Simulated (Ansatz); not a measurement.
ZnBr₂:
```yaml
crystal:
  lattice:
    - [1.86924, 1.07920, 6.29080]
    - [-1.86924, 1.07920, 6.29080]
    - [0.00000, -2.15841, 6.29080]
  atoms:
    - { symbol: Zn, position: [0.00000, 0.00000, 0.00000] }
    - { symbol: Br, position: [0.25526, 0.25526, 0.25526] }
    - { symbol: Br, position: [0.74474, 0.74474, 0.74474] }
```

Relaxed with r²SCAN+D4.

Question: Give the Bader charges and basin volumes of the independent atoms, r²SCAN+D4 in the plane-wave PAW code Ansatz.

Answer: 

```tsv
atom	Bader charge (e)	Bader volume (Å³)
Zn1	+1.09	11.3
Br2	-0.54	32.3
```

Space group R-3m. The workflow started from an entry of the Crystallography Open Database (COD), which files this formula under 2 space groups. Whether it is the stable phase at ambient conditions was not checked. Symmetry was held in the r²SCAN+D4 relaxation; whether a distortion lowers the energy is not shown.

Potentials: the later of the program's two PAW sets.
